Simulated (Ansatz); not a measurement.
TaO₂ (rutile, space group No. 136), r²SCAN (plane waves, PAW; program Ansatz), all energies at zero smearing, with the estimated change up to a 700 eV cutoff added, with one set of potentials and settings (totals compare only within such a set). Cell of 6 atoms (2 Ta, 4 O): -22169.433 eV.

| element | reference phase | E (eV/atom) |
|---|---|---|
| Ta | Im-3m, 1 atoms in the cell | -9944.3222 |
| O | C2/m, 4 atoms in the cell, spin-polarised | -566.0281 |

Formation energy per atom, worked out: (-22169.433 − 2×(-9944.3222) − 4×(-566.0281))/6 = -2.779 eV/atom (-268 kJ per mol of atoms), at 0 K, without zero-point energy or fitted corrections.

Space group P4_2/mnm (rutile). The first step of the workflow began from a Materials Project structure, measured or hypothetical; the Crystallography Open Database copy checked does not list it. Its standing as an ambient phase is unchecked. The cell was relaxed with r²SCAN under the symmetry of its start; of distortions, only those at the zone centre were tested. No spin polarisation was allowed. The references are the lowest solids computed at this level, not always the standard phases (solids in place of the gases). Spin–orbit coupling is left out wherever it is not named.

Potentials: the later of the program's two PAW sets.
